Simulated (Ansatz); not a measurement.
Start of a relaxation of Be₄Se₃:

```xyz
7
Lattice="4.8007 0.0000 0.0000 -2.4004 4.1575 0.0000 0.0000 0.0000 6.7958" Properties=species:S:1:pos:R:3 pbc="T T T"
Be    0.0000    0.0000    5.2242
Be    0.0000    0.0000    1.5716
Be    0.0000    2.7717    3.3979
Be    2.4004    1.3858    3.3979
Se    1.2586    0.0000    3.3979
Se   -0.6293    1.0900    3.3979
Se    1.7710    3.0675    3.3979
```

These are results of Ansatz 0.2.0, DFT PBE, scalar-relativistic, plane waves, PAW, not measurements. Cutoff 420 eV, Gaussian smearing, Γ-centred meshes. Cell and atoms relax first on a coarse mesh, the cell is then made exact in the group found at 0.06 to 0.08 Å, and last on a converged mesh; the steps can't lower the symmetry of their start. No spin polarisation.

A guess keeps its type if space group and coordination stay and the shape of the cell changes little (axis ratios within about 15 %, angles within 6°); the volume may change.

Q: Does it keep its structure type, or change into something else?

A: It doesn't keep its type. The symmetry stays P-62m (No. 189). The volume per atom grows by 15.3 %, from 19.4 to 22.3 Å³. The shortest distance goes from 1.80 Å (Be–Se) to 2.08 Å (Be–Be). The ratio c/a of the conventional cell changes by a factor of 0.53. Counting neighbours within 15 % of an atom's shortest distance, the start has Be 3, Se 2 and the end Be 3/4, Se 4. In detail, at the end Be on a site of symmetry 3m has 1 Be at 2.08 Å, 3 Se at 2.36 Å and 1 Be at 2.57 Å; Be on a site of symmetry -6 has 3 Se at 2.13 Å; Se has 2 Be at 2.13 Å and 2 Be at 2.36 Å.

```cif
data_structure
_symmetry_space_group_name_H-M 'P-62m'
_symmetry_Int_Tables_number 189
_cell_length_a 6.2311
_cell_length_b 6.2311
_cell_length_c 4.6500
_cell_angle_alpha 90.000
_cell_angle_beta 90.000
_cell_angle_gamma 120.000
_cell_volume 156.36
loop_
_atom_site_label
_atom_site_type_symbol
_atom_site_symmetry_multiplicity
_atom_site_Wyckoff_symbol
_atom_site_fract_x
_atom_site_fract_y
_atom_site_fract_z
_atom_site_occupancy
Be1 Be 2 e 0.00000 0.00000 0.77619 1
Be2 Be 2 d 0.33333 0.66667 0.50000 1
Se1 Se 3 g 0.31714 0.00000 0.50000 1
```

The last run used a 6×6×6 mesh for its 7-atom cell and Gaussian smearing of 0.02 eV. A later test with randomly moved atoms came back to the same energy, though modes that don't fit the test's cell weren't probed. Another cell of the same search, in C2, lies 112 meV/atom lower, so this cell isn't the stable form at this level.

In counts of neighbours, a slash parts the counts of unlike sites.
